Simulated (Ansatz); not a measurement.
ScGa$_{3}$:
```
ScGa3
1.0
    4.04853     0.00000     0.00000
    0.00000     4.04853     0.00000
    0.00000     0.00000     4.04853
Sc Ga
1 3
Cartesian
  0.00000   0.00000   0.00000
  0.00000   2.02426   2.02426
  2.02426   0.00000   2.02426
  2.02426   2.02426   0.00000
```

Relaxed with PBEsol. Special points in fractions of this cell's reciprocal vectors: Γ (0.000, 0.000, 0.000); X (0.000, 0.500, 0.000); M (0.500, 0.500, 0.000); R (0.500, 0.500, 0.500).

Problem. List the band energies nearest the Fermi level at these points for PBEsol with spin–orbit coupling in the plane-wave PAW code Ansatz.

Solution. In eV from the Fermi level; about four levels below and three above (degenerate sets whole), none deeper than 8.9 eV; points with the same levels are listed once.

| k | below | above |
|---|---|---|
| Γ | -2.10 -2.10 -2.10 -2.10 -2.05 -2.05 | 1.72 1.72 1.72 1.72 |
| X | -1.32 -1.32 -1.16 -1.16 | 1.38 1.38 1.51 1.51 |
| M | -0.53 -0.53 -0.53 -0.53 | 1.34 1.34 1.97 1.97 |
| R | -3.21 -3.21 -3.21 -3.21 -3.18 -3.18 | 2.39 2.39 2.55 2.55 2.55 2.55 |

Space group Pm-3m (Cu3Au type). The workflow started from an entry of the Crystallography Open Database (COD). Its standing as an ambient phase is unchecked. The cell was relaxed with PBEsol under the symmetry of its start; of distortions, only those at the zone centre were tested. No spin polarisation was allowed.

Potentials: the later of the program's two PAW sets.
